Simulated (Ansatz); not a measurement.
**PtTe: how the free axis answers a strain**

PtTe, R-3m, a = 3.980 Å, c = 20.647 Å. The structure is a COD entry; whether it is the stable form wasn't checked. Ansatz: r2SCAN, PAW, 500 eV, Γ-centred 12×12×2 mesh on 12 atoms, Gaussian smearing 0.10 eV; no spin polarisation. Series: biaxial strain in the a-b plane, c and atoms relaxed; x is the strain in per cent. y is the change of c in per cent of 20.647 Å.

| x (%) | y (%) |
| --- | --- |
| -2.0 | ? |
| -1.0 | 1.50 |
| 0.0 | 0.00 |
| 1.0 | -1.21 |
| 2.0 | -2.38 |

Task: Fit y = c1 x + c2 x² to the other rows, say what c1 measures, and predict the missing y.

Result: Least squares on the rows shown. y = −1.378 x + 0.09955 x². With no stress along c, c1 = −2C13/C33 = -1.378. At x = -2.0 the fit asked for gives 3.15 %. The run gave 3.01 %, so the fit is 0.14 % too high, 2.6 % of the span of the series, against an rms of 0.04 % on the fitted rows. The row lies outside the fitted range. With a term in x³ added, a fit to the same known rows (none to spare) predicts 3.54 %, further off still.

Spin–orbit coupling is left out, which can shift energies with elements as heavy as these.

Cost: 5 runs of about 22 core-minutes in all, on AMD EPYC 9R45 (Zen 5) (shared hosts).